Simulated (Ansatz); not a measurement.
# Zincblende alloy of InAs and AlAs (20 of 32 In sites exchanged), 64 atoms

Ansatz, PAW, plane waves. PBEsol relaxation of volume and atoms (shape held) at the single k point (¼, ¼, ¼) without its symmetry partners; single points on the relaxed atoms at the single k point (¼, ¼, ¼) without its symmetry partners, onto which points of the small cell's zone fold. Arrangement: random. No spin–orbit coupling unless named.

Relaxed structure:

```yaml
crystal:
  lattice:
    - [11.64772, 0.00000, 0.00000]
    - [0.00000, 11.64772, 0.00000]
    - [0.00000, 0.00000, 11.64772]
  atoms:
    - { symbol: Al, position: [0.00164, 0.99918, 0.00298] }
    - { symbol: Al, position: [0.00290, 0.00244, 0.49744] }
    - { symbol: Al, position: [0.99714, 0.49998, 0.00270] }
    - { symbol: Al, position: [0.49706, 0.00180, 0.00415] }
    - { symbol: Al, position: [0.24960, 0.24506, 0.00354] }
    - { symbol: Al, position: [0.24897, 0.24572, 0.49471] }
    - { symbol: Al, position: [0.24698, 0.75348, 0.00255] }
    - { symbol: Al, position: [0.74897, 0.24965, 0.00362] }
    - { symbol: Al, position: [0.75266, 0.74960, 0.00311] }
    - { symbol: Al, position: [0.24955, 0.00282, 0.24544] }
    - { symbol: Al, position: [0.24768, 0.00193, 0.75381] }
    - { symbol: Al, position: [0.24886, 0.49432, 0.24504] }
    - { symbol: Al, position: [0.74827, 0.00098, 0.24393] }
    - { symbol: Al, position: [0.74891, 0.49567, 0.24333] }
    - { symbol: Al, position: [0.75151, 0.49928, 0.75701] }
    - { symbol: Al, position: [0.00043, 0.24677, 0.24573] }
    - { symbol: Al, position: [0.00022, 0.75231, 0.75617] }
    - { symbol: Al, position: [0.49663, 0.24677, 0.24499] }
    - { symbol: Al, position: [0.49648, 0.24792, 0.75350] }
    - { symbol: Al, position: [0.49805, 0.75114, 0.24443] }
    - { symbol: In, position: [0.00259, 0.49901, 0.49830] }
    - { symbol: In, position: [0.49927, 0.00499, 0.49601] }
    - { symbol: In, position: [0.50398, 0.49840, 0.00499] }
    - { symbol: In, position: [0.50017, 0.49698, 0.49603] }
    - { symbol: In, position: [0.25097, 0.75423, 0.49836] }
    - { symbol: In, position: [0.75236, 0.25112, 0.49572] }
    - { symbol: In, position: [0.75296, 0.75108, 0.49900] }
    - { symbol: In, position: [0.25081, 0.49765, 0.75442] }
    - { symbol: In, position: [0.75445, 0.00175, 0.75728] }
    - { symbol: In, position: [0.00501, 0.24922, 0.75420] }
    - { symbol: In, position: [0.00084, 0.75103, 0.24566] }
    - { symbol: In, position: [0.50275, 0.75368, 0.75710] }
    - { symbol: As, position: [0.12458, 0.12304, 0.12374] }
    - { symbol: As, position: [0.13085, 0.11984, 0.61918] }
    - { symbol: As, position: [0.13018, 0.61850, 0.11846] }
    - { symbol: As, position: [0.12046, 0.63177, 0.63233] }
    - { symbol: As, position: [0.62302, 0.12621, 0.12447] }
    - { symbol: As, position: [0.62183, 0.13112, 0.63213] }
    - { symbol: As, position: [0.63320, 0.63202, 0.13165] }
    - { symbol: As, position: [0.63041, 0.61895, 0.63275] }
    - { symbol: As, position: [0.36995, 0.36649, 0.12788] }
    - { symbol: As, position: [0.37233, 0.36080, 0.62312] }
    - { symbol: As, position: [0.37259, 0.87664, 0.12483] }
    - { symbol: As, position: [0.37206, 0.88356, 0.63289] }
    - { symbol: As, position: [0.87509, 0.37349, 0.12440] }
    - { symbol: As, position: [0.87167, 0.38035, 0.63301] }
    - { symbol: As, position: [0.87032, 0.88121, 0.11817] }
    - { symbol: As, position: [0.88909, 0.87787, 0.62606] }
    - { symbol: As, position: [0.36869, 0.13003, 0.36502] }
    - { symbol: As, position: [0.37364, 0.12440, 0.87794] }
    - { symbol: As, position: [0.37237, 0.62389, 0.36008] }
    - { symbol: As, position: [0.37051, 0.63150, 0.88559] }
    - { symbol: As, position: [0.88003, 0.11745, 0.36659] }
    - { symbol: As, position: [0.87918, 0.12750, 0.89219] }
    - { symbol: As, position: [0.86871, 0.61567, 0.36473] }
    - { symbol: As, position: [0.87530, 0.62614, 0.87828] }
    - { symbol: As, position: [0.12914, 0.36704, 0.36762] }
    - { symbol: As, position: [0.12646, 0.37474, 0.89249] }
    - { symbol: As, position: [0.12582, 0.88820, 0.37155] }
    - { symbol: As, position: [0.12430, 0.87741, 0.87818] }
    - { symbol: As, position: [0.62313, 0.37113, 0.35736] }
    - { symbol: As, position: [0.62977, 0.36710, 0.87131] }
    - { symbol: As, position: [0.62368, 0.87510, 0.36182] }
    - { symbol: As, position: [0.62715, 0.87755, 0.89310] }
```

(1) What are the mean bond lengths by pair (pairs within 1.2 times the sum of covalent radii, less contacts 15 % beyond the pair's median; cation–cation pairs of compounds aside; long ionic contacts are cut short by that bound)?

(2) What gap lies between the top filled and the lowest empty level in the single points?

Answers

(1) Al–As 2.474 ± 0.020 Å (standard deviation, 80 bonds); As–In 2.606 ± 0.014 Å (standard deviation, 48 bonds).

(2) HSE06 2.56 eV (62 s on NVIDIA H100). Away from Γ this isn't the crystal's band gap.
